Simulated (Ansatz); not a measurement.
Relaxed-ion elastic tensor of MgRh (CsCl type, Pm-3m) in GPa (Voigt order), LDA in the plane-wave PAW code Ansatz; density 7.46 g/cm³, 14.15 Å³ per atom.

```
 199   110   110   0.0   0.0   0.0
 110   199   110   0.0   0.0   0.0
 110   110   199   0.0   0.0   0.0
 0.0   0.0   0.0  87.2   0.0   0.0
 0.0   0.0   0.0   0.0  87.2   0.0
 0.0   0.0   0.0   0.0   0.0  87.2
```

Question: Is the crystal mechanically stable?

Answer: Yes: the smallest eigenvalue of C is 87.2 GPa.

Question: Work out the Voigt, Reuss and Hill averages.

Answer: K_V = 140, K_R = 140, K_H = 140; G_V = 70.2, G_R = 63.1, G_H = 66.6 GPa.

Question: Give Young's modulus, Poisson's ratio, Pugh's ratio and the universal anisotropy index.

Answer: E = 9KG/(3K + G) = 173 GPa; ν = 0.29; K/G = 2.10 (ductile by the Pugh limit of 1.75); A_U = 5G_V/G_R + K_V/K_R − 6 = 0.56.

Question: Estimate the sound speeds and the Debye temperature.

Answer: v_l = √((K + 4G/3)/ρ) = 5540 m/s, v_t = √(G/ρ) = 2990 m/s, mean 3340 m/s; Θ = (h/k)(3n/4πV)^(1/3) v_m = 411 K.

Question: Give the Zener ratio and Young's modulus along [100], [110] and [111].

Answer: A = 2C44/(C11 − C12) = 1.96; 1/E = S11 − 2(S11 − S12 − S44/2)Γ with Γ = 0, 1/4, 1/3 gives 121, 181, 217 GPa.

The workflow started from a Materials Project entry (that database holds measured and hypothetical structures alike); the Crystallography Open Database files this formula in space group No. 221, but the cells were not matched. Whether it is the stable phase at ambient conditions was not checked. Symmetry was held in the LDA relaxation; of distortions, only those at the zone centre were tested. No spin polarisation was allowed. As this level gives no gap, shear constants depend on the k-mesh and smearing (Fermi–Dirac, 0.1 eV here).

Potentials: the later of the program's two PAW sets.
